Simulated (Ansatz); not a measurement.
Computed properties of Ge2Pd

Ge$_{2}$Pd:
```cif
data_Ge2Pd
_chemical_formula_sum 'Pd1 Ge2'
_space_group_name_H-M_alt 'P 1'
_space_group_IT_number 1
_cell_length_a 4.29687
_cell_length_b 4.29687
_cell_length_c 4.29687
_cell_angle_alpha 60.000
_cell_angle_beta 60.000
_cell_angle_gamma 60.000
loop_
_space_group_symop_operation_xyz
  'x, y, z'
loop_
_atom_site_label
_atom_site_type_symbol
_atom_site_fract_x
_atom_site_fract_y
_atom_site_fract_z
_atom_site_occupancy
Pd1 Pd 0.00000 0.00000 0.00000 1
Ge1 Ge 0.25000 0.25000 0.25000 1
Ge2 Ge 0.75000 0.75000 0.75000 1
```

Space group Fm-3m (No. 225), fluorite or antifluorite type; conventional cell a = b = c = 6.0767 Å, α = β = γ = 90.00°.

Method: PBE in the plane-wave PAW code Ansatz. The cell and atoms are relaxed at this level. Other levels are named where they apply.

**Cell and energy**

- Volume per atom = 18.70 Å³
- Density = 7.45 g/cm³
- Formation energy from the elements (no fitted shifts) = -212 meV/atom

**Electronic structure**

Electronic character: metallic (no gap)
Density of states at the Fermi level: 0.39 states/eV per atom (mean over ±0.08 eV)

**Mechanics**

* **Bulk modulus (Birch–Murnaghan fit)**: 99.5 GPa
* **Pressure derivative B′**: 5.2

A made-up cell: these elements were put on the sites of a structure type; neither database checked (COD, Materials Project) lists it. Whether it is the stable phase at ambient conditions was not checked. The PBE relaxation kept the symmetry of its start; its stability against distortions is not shown here. The run is not spin-polarised. The references are the lowest solids computed at this level, not always the standard phases. Scalar-relativistic: spin–orbit coupling is off unless named, which matters more the heavier the elements.

Potentials: the later of the program's two PAW sets.
